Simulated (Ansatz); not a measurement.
Data:

Cu2O (cuprite type, space group Pn-3m)

```cif
data_Cu4O2
_chemical_formula_sum 'Cu4 O2'
_space_group_name_H-M_alt 'Pn-3m :1'
_space_group_IT_number 224
_space_group_name_Hall 'P 4n 2 3 -1n'
_cell_length_a 4.29840
_cell_length_b 4.29840
_cell_length_c 4.29840
_cell_angle_alpha 90.000
_cell_angle_beta 90.000
_cell_angle_gamma 90.000
loop_
_atom_site_label
_atom_site_type_symbol
_atom_site_symmetry_multiplicity
_atom_site_Wyckoff_symbol
_atom_site_fract_x
_atom_site_fract_y
_atom_site_fract_z
_atom_site_occupancy
Cu1 Cu 4 c 0.75000 0.75000 0.75000 1
O1 O 2 a 0.00000 0.00000 0.00000 1
```

E(V) scan at fixed shape, V₀ the volume above. Symmetry pins the atoms to their sites.

Method: PBE (plane waves to 420 eV, PAW, scalar-relativistic; Ansatz, an electronic-structure program). k mesh 8×8×8 (Γ-centred), Fermi-Dirac smearing 0.05 eV. E stands for the smeared free energy. Stress and pressure are positive under compression. Cu2O is run without spin polarisation. Cu2O was relaxed with its symmetry unable to fall. ΔE is measured from the relaxed starting cell.

The scan covers V/V₀ from 0.940 to 1.060 in 9 points.

### Question
What is the fitted pressure derivative B₀′?

### Answer
4.8.

### Question
What bulk modulus B₀ follows from a third-order Birch-Murnaghan fit?

### Answer
112 GPa.

(Under strain, the slope of the energy per volume gives the stress and its curvature an elastic modulus.)
